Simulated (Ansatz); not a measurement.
ScB₁₂ in space group Fm-3m (No. 225; Sc on 4a, B on 48i) under volume change, r²SCAN (plane waves, PAW; program Ansatz), shape and atoms relaxed at each volume.

```tsv
V (Å³/atom)	E − E(relaxed) (meV/atom)	P (GPa)
7.089	50.8	24.90
7.323	21.5	15.45
7.556	5.1	7.21
7.790	0.0	0.01
8.024	4.7	-6.28
8.257	17.9	-11.77
8.491	38.7	-16.58
```

**Question.** What does a third-order Birch–Murnaghan fit give for V₀, B₀ and B′?

**Answer.** V₀ = 7.79 Å³/atom, B₀ = 224 GPa, B′ = 3.5.

The workflow started from an entry of the Crystallography Open Database (COD). Its standing as an ambient phase is unchecked. Symmetry was held in the r²SCAN relaxation; whether a distortion lowers the energy is not shown. The run is not spin-polarised.

Potentials: the later of the program's two PAW sets.
